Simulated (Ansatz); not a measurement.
ZrN (rock salt)

```
ZrN
1.0
    0.00000     2.29761     2.29761
    2.29761     0.00000     2.29761
    2.29761     2.29761     0.00000
N Zr
1 1
Direct
  0.00000   0.00000   0.00000
  0.50000   0.50000   0.50000
```

The slice is a {110} plane (indices of the conventional cell) through the point (0.500, 0.500, 0.500) (fractional), spanned by u = [100] and v = [1 -1 -1] in vectors of this cell: u (3.25 Å) and v (4.60 Å, at 90° to u). It covers one period; positions are fractions (u, v).

Calculation: PBE (plane waves to 420 eV, PAW, scalar-relativistic; Ansatz, an electronic-structure program). k mesh 17×17×17. These are valence fields of a PAW run, semicore shells included where kept as valence: close to a nucleus they are smooth pseudo fields. The PAW data are Ansatz's earlier set. ZrN is run without spin polarisation. ZrN was relaxed with its symmetry unable to fall.

Three fields on this plane, each scaled to ten steps between its own extremes (0 low, 9 high; the total valence density on a logarithmic scale, the potential cut 8 eV below its top; x marks points blanked near nuclei; v = 0 in the bottom row):

Map A
```
|xxxxxxx6322236xxxxxx|
|xxxxxx953212359xxxxx|
|xxxxxx742111247xxxxx|
|xxxxx95311111359xxxx|
|xxxx9631100011369xxx|
|xx98642100000124689x|
|98765321000001235678|
|xx87542100000124578x|
|xxxx7542100012457xxx|
|xxxxx75321112357xxxx|
|xxxxxx642111246xxxxx|
|xxxxxx853212358xxxxx|
|xxxxxxx6422246xxxxxx|
|xxxxxxx6422246xxxxxx|
|xxxxxxx6422246xxxxxx|
|xxxxxx853212358xxxxx|
|xxxxxx642111246xxxxx|
|xxxxx75321112357xxxx|
|xxxx7542100012457xxx|
|xx87542100000124578x|
|98765321000001235678|
|xx98642100000124689x|
|xxxx9631100011369xxx|
|xxxxx95311111359xxxx|
|xxxxxx742111247xxxxx|
|xxxxxx953212359xxxxx|
|xxxxxxx6322236xxxxxx|
|xxxxxxx6322236xxxxxx|
```

Map B
```
|xxxxxxx0477740xxxxxx|
|xxxxxx015787510xxxxx|
|xxxxxx026888620xxxxx|
|xxxxx00478987400xxxx|
|xxxx0036899986300xxx|
|xx00136799999763100x|
|00135688999998865310|
|xx56789999999998765x|
|xxxx8999999999998xxx|
|xxxxx99999999999xxxx|
|xxxxxx999888999xxxxx|
|xxxxxx898888898xxxxx|
|xxxxxxx8877788xxxxxx|
|xxxxxxx8877788xxxxxx|
|xxxxxxx8877788xxxxxx|
|xxxxxx898888898xxxxx|
|xxxxxx999888999xxxxx|
|xxxxx99999999999xxxx|
|xxxx8999999999998xxx|
|xx56789999999998765x|
|00135688999998865310|
|xx00136799999763100x|
|xxxx0036899986300xxx|
|xxxxx00478987400xxxx|
|xxxxxx026888620xxxxx|
|xxxxxx015787510xxxxx|
|xxxxxxx0477740xxxxxx|
|xxxxxxx0467640xxxxxx|
```

Map C
```
|xxxxxxx0000000xxxxxx|
|xxxxxx300010003xxxxx|
|xxxxxx200010002xxxxx|
|xxxxx30001110003xxxx|
|xxxx3000011100002xxx|
|xx11000011111000011x|
|11100011111111100011|
|xx54432221112223445x|
|xxxx9753211123579xxx|
|xxxxx97421112479xxxx|
|xxxxxx852111258xxxxx|
|xxxxxx962111269xxxxx|
|xxxxxxx6310136xxxxxx|
|xxxxxxx6310136xxxxxx|
|xxxxxxx6310136xxxxxx|
|xxxxxx962111269xxxxx|
|xxxxxx852111258xxxxx|
|xxxxx97421112479xxxx|
|xxxx9753211123579xxx|
|xx54432221112223445x|
|11100011111111100011|
|xx11000011111000011x|
|xxxx2000011100003xxx|
|xxxxx30001110003xxxx|
|xxxxxx200010002xxxxx|
|xxxxxx300010003xxxxx|
|xxxxxxx0000000xxxxxx|
|xxxxxxx0000000xxxxxx|
```

Q: Assign the maps to these fields: electron localisation function (ELF); valence electron density; electrostatic potential energy of an electron, from the cell's mean.

A: A is the valence electron density; B is the electrostatic potential energy of an electron, from the cell's mean; C is the electron localisation function (ELF).
